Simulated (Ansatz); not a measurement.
Ansatz (an electronic-structure program) input:

Ansatz 0.2 input:
```yaml
crystal:
  lattice:
    - [0.0, 3.0483238286, 3.0483238286]
    - [3.0483238286, 0.0, 3.0483238286]
    - [3.0483238286, 3.0483238286, 0.0]
  atoms:
    - { symbol: In, position: [0.0, 0.0, 0.0] }
    - { symbol: Te, position: [0.5, 0.5, 0.5] }
kpoints:
  mp_grid: { grid: [12, 12, 12] }
hamiltonian:
  xc: lda
  pseudopotentials: { kind: paw }
scf:
  occupations: { method: fermi_dirac, width: 0.1 }
phonons:
  method: dfpt
  response_accuracy: low
  eigenvectors: true
  rigid_motions: translations
```

Output (shortened):

```
Pseudopotential: In, paw, valence charge 13
Pseudopotential: Te, paw, valence charge 16
Functional definition: SPW92
Crystal: 2 atoms, lattice volume = 56.652 Å³
Basis set: ecut = 420 eV, 1067 PW (Γ), exchange–correlation on 60×60×60 points (8 copies of the dense FFT grid, shifted against one another)
Bands: 19, of which v1, the nominal top of the filled ones, is band 15 counted from 1 (14 counted from 0)
Symmetry: 48 space group operations
k-points: 163 of 1728 (irreducible under 8 space group operations, time reversal used)
SCF iter   1: F=—  HF=-12284.971176 eV  |F-HF|=—  |Δ(HF+E_count)|=         —  Δρ=6.03e-3  dr2=1.12e-2  ethr=1.77e-3  ⟨swp⟩=5.9  Hψ=15804  notcnv=0
preconditioner: auto → Kerker (q_TF=auto, 2.440 Å⁻¹)
SCF iter   2: F=—  HF=-12284.965245 eV  |F-HF|=—  |Δ(HF+E_count)|=   5.93e-3  Δρ=3.08e-3  dr2=3.20e-3  ethr=3.88e-5  ⟨swp⟩=2.2  Hψ=5390  notcnv=0
SCF iter   3: F=—  HF=-12284.964307 eV  |F-HF|=—  |Δ(HF+E_count)|=   9.39e-4  Δρ=5.21e-4  dr2=1.52e-4  ethr=1.10e-5  ⟨swp⟩=2.0  Hψ=4831  notcnv=0
SCF iter   4: F=—  HF=-12284.964265 eV  |F-HF|=—  |Δ(HF+E_count)|=   4.19e-5  Δρ=2.61e-4  dr2=3.95e-5  ethr=5.25e-7  ⟨swp⟩=2.0  Hψ=5450  notcnv=0
SCF iter   5: F=—  HF=-12284.964255 eV  |F-HF|=—  |Δ(HF+E_count)|=   9.81e-6  Δρ=6.16e-5  dr2=1.96e-6  ethr=1.36e-7  ⟨swp⟩=2.7  Hψ=5078  notcnv=0
SCF iter   6: F=—  HF=-12284.964254 eV  |F-HF|=—  |Δ(HF+E_count)|=   6.58e-7  Δρ=1.87e-5  dr2=1.42e-7  ethr=6.76e-9  ⟨swp⟩=2.0  Hψ=5478  notcnv=0
SCF iter   7: F=—  HF=-12284.964254 eV  |F-HF|=—  |Δ(HF+E_count)|=   8.72e-8  Δρ=2.66e-6  dr2=4.53e-9  ethr=4.88e-10  ⟨swp⟩=2.0  Hψ=5477  notcnv=0
SCF iter   8: F=—  HF=-12284.964254 eV  |F-HF|=—  |Δ(HF+E_count)|=   2.35e-9  Δρ=7.46e-7  dr2=5.06e-10  ethr=1.56e-11  ⟨swp⟩=2.3  Hψ=5478  notcnv=0
SCF iter  10: F=-12284.964254 eV  HF=-12284.964254 eV  |F-HF|=3.64e-12  |Δ(HF+E_count)|=  3.27e-11  Δρ=2.45e-8  dr2=3.74e-13  ethr=1.00e-12  ⟨swp⟩=6.1  Hψ=14037  notcnv=0
SCF 1 converged in 10 iterations: F = -12284.964254 eV  dr2 = 3.74e-13
DFPT response loops at Γ: preconditioner auto → Kerker (q_TF=auto, 2.440 Å⁻¹) (partly filled bands, converged f_vac=0.003) …
SCF converged after 10 iterations
Free energy (F): -12284.964254 eV
Harris-Foulkes:  -12284.964254 eV  (|F-HF|=3.64e-12)
Internal energy: -12284.938900 eV  (E = F + TS)
E sigma→0 (E₀):  -12284.951577 eV
Entropy (-TS):   -0.025354 eV (-12.677 meV/atom)
Fermi energy:    9.993243 eV
--- Per-component energies (eV) ---
  E_band       = -273.028230
  E_kinetic    = 425.375070
  E_local      = -2282.265892  (includes V_loc(G=0)·N_el)
  E_nonlocal   = 65.287640
  E_hartree    = 1204.603550
  E_xc         = -338.405223
  E_vxc        = -207.159768  (∫ρ·V_xc dr)
  E_paw        = -8523.984084  (= ΣΔE_a)
  E_vpaw       = -683.472217  (= ΣTr[D̂ρ^β])
  E_aug_tail   = -0.000194  (compensation charges beyond the density's cutoff)
  E_ewald      = -2836.512965
  E_core_change = 0.963198  (= ΣΔE_core)
  E_smearing   = -0.025354  (= −TS)
  E_closure    = 0.000000  (closes the sum)
  Σ components = -12284.964254   (vs F -12284.964254, Δ=0.00e0)
  [band-id]    e_kinetic+e_local+e_nonlocal+2·e_hartree+e_vxc+e_vpaw+e_augmentation_tail = -273.028261   (vs E_band -273.028230, Δ=-3.08e-5)
--- Band table (eV; the first three rows and the last of 163) ---
  k-point 0: bands = ["-26.9591", "-26.9591", "-26.9537", "-26.9537", "-26.9537", "-4.6128", "-4.6128", "-4.5848", "-4.5848", "-4.5848", "-2.8497", "7.7784", "8.3701", "8.3701", "8.3701", "15.3568", "15.3568", "15.3568", "15.6580"]
  k-point 1: bands = ["-26.9591", "-26.9591", "-26.9537", "-26.9537", "-26.9537", "-4.6151", "-4.6151", "-4.5848", "-4.5831", "-4.5831", "-2.7891", "6.8813", "8.3803", "8.3803", "9.1810", "14.7267", "14.8634", "14.8634", "15.7242"]
  k-point 2: bands = ["-26.9590", "-26.9590", "-26.9536", "-26.9535", "-26.9535", "-4.6218", "-4.6218", "-4.5852", "-4.5779", "-4.5779", "-2.6127", "5.7419", "8.4136", "8.4136", "10.0417", "13.9064", "14.0205", "14.0205", "15.7211"]
  k-point 162: bands = ["-26.9594", "-26.9584", "-26.9530", "-26.9530", "-26.9517", "-4.7858", "-4.6245", "-4.5738", "-4.5738", "-4.5363", "-0.9361", "4.3554", "5.4408", "5.4408", "10.3997", "12.5892", "15.3744", "15.3744", "18.2907"]
--- Phonons (Γ-DFPT): 2 representative perturbations + reference, on 163 of 1728 k-points (Σ response iterations 5) ---
  ASR residual: 1.039e-3 → 0.000e0 eV/Å²; symmetrization residual: 7.203e-4 eV/Å²
  ASR residual per site (eV/Å²): 1.04e-3 9.42e-4
  Γ frequencies (cm⁻¹): 0.00 0.00 0.00 93.39 93.39 93.39
  non-analytic LO–TO correction: not included (Born effective charges unavailable; polar crystals: no LO–TO splitting at Γ)
```

Cost: very roughly 60 core-seconds on shared cores.

Space group Fm-3m (rock salt). The workflow started from a Materials Project entry (that database holds measured and hypothetical structures alike); the Crystallography Open Database files this formula in space group No. 225, but the cells were not matched. Whether it is the stable phase at ambient conditions was not checked. The cell was relaxed with LDA under the symmetry of its start; its stability against distortions is not shown here. With an odd number of electrons in the cell and no spin polarisation, the count alone makes it a metal. As this level gives no gap, phonon frequencies hold no LO–TO term and depend on the k-mesh and smearing (Fermi–Dirac, 0.1 eV here). Scalar-relativistic: spin–orbit coupling is off unless named, which matters more the heavier the elements.

Potentials: the later of the program's two PAW sets.

Ansatz is a plane-wave DFT program.
